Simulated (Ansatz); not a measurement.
CoMo:
```cif
data_Co4Mo4
_chemical_formula_sum 'Co4 Mo4'
_space_group_name_H-M_alt 'Fm-3m'
_space_group_IT_number 225
_space_group_name_Hall '-F 4 2 3'
_cell_length_a 4.79872
_cell_length_b 4.79872
_cell_length_c 4.79872
_cell_angle_alpha 90.000
_cell_angle_beta 90.000
_cell_angle_gamma 90.000
loop_
_atom_site_label
_atom_site_type_symbol
_atom_site_symmetry_multiplicity
_atom_site_Wyckoff_symbol
_atom_site_fract_x
_atom_site_fract_y
_atom_site_fract_z
_atom_site_occupancy
Co1 Co 4 a 0.00000 0.00000 0.00000 1
Mo1 Mo 4 b 0.50000 0.50000 0.50000 1
```
(The calculation used a cell of 2 atoms; values per cell refer to that cell.)

Relaxed with PBEsol.

Task: Which orbitals make up the states near the Fermi level in DFT-PBEsol in the program Ansatz with PAW potentials?

Result: Within 0.5 eV of the Fermi level: Mo 4d 51 %, Co 3d 40 %, Co 4s 5 %. Projections are on Löwdin-orthogonalised atomic valence shells; empty p or d shells of many metals are not among them.

Task: Tabulate the density of states.

Result: States/eV per cell of 2 atoms, in 0.25 eV bins, energy from the Fermi level.

```tsv
E (eV)	total	Co 3d	Mo 4d	Mo 5s
-7.85	0.02	0.00	0.00	0.01
-7.60	0.07	0.00	0.00	0.04
-7.35	0.10	0.00	0.00	0.06
-7.10	0.13	0.00	0.00	0.07
-6.85	0.16	0.00	0.00	0.09
-6.60	0.19	0.00	0.01	0.10
-6.35	0.23	0.00	0.01	0.12
-6.10	0.27	0.01	0.02	0.13
-5.85	0.32	0.01	0.04	0.14
-5.60	0.55	0.09	0.16	0.16
-5.35	0.97	0.25	0.39	0.18
-5.10	1.36	0.37	0.60	0.21
-4.85	1.99	0.51	0.99	0.25
-4.60	2.90	0.76	1.55	0.31
-4.35	3.03	1.08	1.54	0.13
-4.10	3.11	1.26	1.47	0.04
-3.85	3.19	1.49	1.31	0.03
-3.60	3.27	1.69	1.44	0.04
-3.35	3.14	1.62	1.40	0.05
-3.10	2.60	1.51	0.99	0.04
-2.85	3.38	2.11	1.09	0.11
-2.60	3.65	2.08	1.35	0.11
-2.35	4.08	2.81	1.02	0.09
-2.10	3.48	2.59	0.67	0.07
-1.85	3.20	2.60	0.43	0.03
-1.60	3.75	3.28	0.36	0.04
-1.35	2.25	1.53	0.58	0.07
-1.10	1.64	0.86	0.60	0.08
-0.85	1.66	0.80	0.66	0.07
-0.60	1.73	0.75	0.75	0.04
-0.35	1.43	0.58	0.74	0.01
-0.10	2.47	1.01	1.17	0.01
0.15	3.47	1.44	1.72	0.02
0.40	3.28	1.19	1.85	0.03
0.65	2.14	0.75	1.24	0.02
0.90	3.58	0.83	2.65	0.01
1.15	4.96	1.29	3.54	0.03
1.40	2.21	0.69	1.38	0.03
1.65	1.28	0.19	0.86	0.09
1.90	1.34	0.19	0.85	0.13
2.15	1.28	0.21	0.74	0.13
2.40	1.23	0.21	0.65	0.10
2.65	0.99	0.19	0.49	0.07
2.90	0.85	0.17	0.40	0.06
3.15	0.74	0.17	0.34	0.04
3.40	0.26	0.04	0.09	0.02
3.65	0.52	0.01	0.11	0.28
3.90	0.77	0.02	0.14	0.35
4.15	0.63	0.02	0.10	0.24
4.40	0.54	0.01	0.07	0.19
4.65	0.51	0.01	0.06	0.16
```

The start of the workflow was typed in or built on a structure type; neither database checked (COD, Materials Project) lists it. Its standing as an ambient phase is unchecked. The PBEsol relaxation kept the symmetry of its start. At this level the phase is mechanically unstable. The workflow began spin-polarised and lost its moments. Its formation energy is positive at this level, so the cell may be metastable or incomplete. Scalar-relativistic: spin–orbit coupling is off unless named, which matters more the heavier the elements.

Potentials: the later of the program's two PAW sets.
